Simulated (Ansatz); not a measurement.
**Notes on BaHgF₆**

```yaml
crystal:
  lattice:
    - [3.82271, 5.67077, 0.00000]
    - [3.82271, -5.67077, 0.00000]
    - [0.00000, 0.00000, -5.44114]
  atoms:
    - { symbol: Ba, position: [0.25000, 0.75000, 0.55642] }
    - { symbol: Ba, position: [0.75000, 0.25000, 0.44358] }
    - { symbol: Hg, position: [0.25000, 0.25000, 0.00000] }
    - { symbol: Hg, position: [0.75000, 0.75000, 0.00000] }
    - { symbol: F, position: [0.43000, 0.57000, 0.84430] }
    - { symbol: F, position: [0.07000, 0.93000, 0.84430] }
    - { symbol: F, position: [0.57000, 0.43000, 0.15570] }
    - { symbol: F, position: [0.93000, 0.07000, 0.15570] }
    - { symbol: F, position: [0.67790, 0.93410, 0.74590] }
    - { symbol: F, position: [0.82210, 0.56590, 0.74590] }
    - { symbol: F, position: [0.93410, 0.67790, 0.25410] }
    - { symbol: F, position: [0.56590, 0.82210, 0.25410] }
    - { symbol: F, position: [0.32210, 0.06590, 0.25410] }
    - { symbol: F, position: [0.17790, 0.43410, 0.25410] }
    - { symbol: F, position: [0.06590, 0.32210, 0.74590] }
    - { symbol: F, position: [0.43410, 0.17790, 0.74590] }
```

Level: r2SCAN, no spin polarisation; 500 eV; 5×5×6 Γ-centred mesh; fermi-dirac occupations (width 0.1 eV); Ansatz 0.2.0, fixed geometry.

Contacts: Hg–F at 2.05 Å: least valence density 0.72 e/Å³ and ELF 0.21 there. F–F at 2.32 Å: least valence density 0.20 e/Å³ and ELF 0.04 there. Ba–F at 2.57 Å: least valence density 0.24 e/Å³ and ELF 0.09 there. These are pseudo-fields; inside the PAW spheres they differ from the all-electron ones.
Electronic structure: It is a metal, with about 15 states/eV a cell as the mean within 0.25 eV of the Fermi level, mostly F p (73 %) and Hg d (24 %).
Forces: The largest is on F6 (and as large on other atoms): 1.42 eV/Å, components (0.00, 0.95, 1.05). It makes 121° with the line to a nearest neighbour, Hg3 at 2.24 Å.
Charges: Bader charges in e: Ba +1.76, Hg +1.89, F -0.65 to -0.59. In the mean Hg gives up most and F takes most.

Origin: a known structure type with other elements, at an estimated volume, so it need not be a known compound. Caveats: many states at the Fermi level without spin polarisation, so a magnetic state may lie lower.
